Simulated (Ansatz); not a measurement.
BaS (rock salt, space group No. 225), a = b = c = 6.429 Å, α = β = γ = 90.00°; the cell used has 2 atoms.

Relaxed with PBE.

**Question.** Give the optical modes at the zone centre with their infrared and Raman activity from DFPT, plane-wave PAW PBE (Ansatz code).

**Answer.** Transverse frequencies, without the LO–TO term; a row sums one degenerate level.

```json
[
 {"ω (cm⁻¹)": "135", "degeneracy": "3", "IR ((D/Å)²/amu)": "18.04", "Raman (Å⁴/amu)": "0", "activity": "IR", "symmetry": "T1u"}
]
```

**Question.** How high does the top mode go among those that the LO–TO term moves?

**Answer.** 243 cm⁻¹ for q along x.

Space group Fm-3m (rock salt). The PBE relaxation kept the symmetry of its start; phonons on a q-mesh show no instability. Spin–orbit coupling is left out wherever it is not named.

Potentials: the later of the program's two PAW sets.
